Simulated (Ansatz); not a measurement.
## ZrAsRu: do energies and stresses tell the same story?

Method: DFT r2SCAN, scalar-relativistic, plane waves, PAW (Ansatz).

Settings: cutoff 500 eV, Γ-centred mesh 6×6×10 on the computed 9-atom cell, Gaussian smearing of 0.10 eV; no spin polarisation.

Relaxed cell: P-62m, a = 6.590 Å, b = 6.590 Å, c = 3.926 Å, α = 90.00°, β = 90.00°, γ = 120.00°, 9 atoms in the primitive cell. Whether it is the stable form of this composition wasn't checked.

Energies at zero smearing and pressures from the stress tensor, at volumes with shape and atoms relaxed:
```csv
V (Å³/atom),E − E(first) (meV/atom),P (GPa)
15.422,0.00,14.27
15.914,-31.59,6.54
16.406,-41.31,0.00
16.899,-32.53,-5.53
17.391,-8.09,-10.21
```

Q: Check P = −dE/dV between neighbouring volumes, and get the bulk modulus from the pressures alone.

A: With 1 eV/Å³ = 160.2 GPa:
```csv
middle V (Å³/atom),−ΔE/ΔV (GPa),mean P (GPa)
15.668,10.282,10.405
16.160,3.165,3.273
16.653,-2.859,-2.764
17.145,-7.954,-7.871
```

The two differ by 0.12 GPa at most. The mean of two end pressures misses the average over a step by about ΔV² P″/12, up to 0.11 GPa here; with that taken off 0.02 GPa remains. Around V = 16.406 Å³/atom, the two neighbours give B = −V ΔP/ΔV = 16.406 × 12.07 / 0.984 = 201.2 GPa, against B0 = 200.3 GPa from the Birch–Murnaghan fit of the energies.

Cost: 6 runs of about 48 core-minutes in all, on Arm Neoverse V1 (shared hosts).